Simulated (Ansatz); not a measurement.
## What a change of settings does to a run on LaAg

The cell comes from COD entry 9008798, which wasn't checked; take it as a given geometry. The listed cell was then made from it by scaling, straining or moving an atom.

First run: DFT, LDA, PAW with Ansatz's default frozen-core files, scalar-relativistic (Ansatz 0.2.0).

Command: `ansatz run input.yaml --threads 1 --pin off --max-ram 2048MiB --backend cpu --events-out ev --progress --plain --runs-dir out` The run took about 16 s on 1 thread of a shared machine.

```yaml
crystal:
  lattice:
    - [3.8577057357, 0.0, 0.0]
    - [0.0, 3.8577057357, 0.0]
    - [0.0, 0.0, 3.8577057357]
  atoms:
    - { symbol: La, position: [0.5, 0.5, 0.5] }
    - { symbol: Ag, position: [0.0, 0.0, 0.0] }
kpoints:
  mp_grid: { grid: [9, 9, 9] }
scf:
  occupations: { method: fermi_dirac, width: 0.05 }
hamiltonian:
  xc: lda
  pseudopotentials: { kind: paw }
output:
  forces: true
  stress: true
  efg: { contact_densities: true }
relax:
  f_tol: 0.005
  max_steps: 80
  cell: {}
```

Result: converged; relaxed volume 25.502 Å³/atom; 29 SCF iterations in all.

Spin–orbit coupling is left out, though it moves levels of the heavy atoms by tenths of an eV or more.

A second input differs as follows:

```diff
@@ -11,7 +11,9 @@
 scf:
   occupations: { method: fermi_dirac, width: 0.05 }
+  max_iter: 75
 hamiltonian:
   xc: lda
   pseudopotentials: { kind: paw }
+  hubbard: { sites: [{ species: La, l: f, u_eff: 40.0 }] }
 output:
   forces: true
```

Question: What is wrong with it, and what does the program do?

Answer: The fault is an enormous or negative U. The run converged; relaxed volume 27.085 Å³/atom; 33 SCF iterations in all. Such numbers aren't properties of the crystal. The log ends:
```
  atom   2  Ag V_zz =    +0.000000   η = 0.0000   by run symmetry: forbidden
            electrostatic potential = -7479.636741 V   contact ρ = 944603.435491 e/Å³
Occupation matrices written to <dir>
--- Relaxed structure (4 steps of the walk, 4 accepted, 1 SCFs on fresh bases) ---
  F+E_penalty+E_count = -13534.19834424 eV   max|allowed force component| = 6.368e-31 eV/Å   (the final SCF, on the basis selected at the relaxed cell)
  cell:  # Å, volume = 54.1697 Å³
    - [3.7837176919032713, -1.0271626370065257e-33, 8.024708101613483e-34]
    - [-1.1234591342258875e-33, 3.7837176919032713, 1.2839532962581572e-34]
    - [1.1234591342258875e-33, 1.2839532962581572e-34, 3.7837176919032713]
  atoms:
    - { symbol: La, position: [0.5, 0.5, 0.5] }
    - { symbol: Ag, position: [9.984846311957101e-35, -1.3001101968670412e-35, -1.2481057889953e-35] }
```
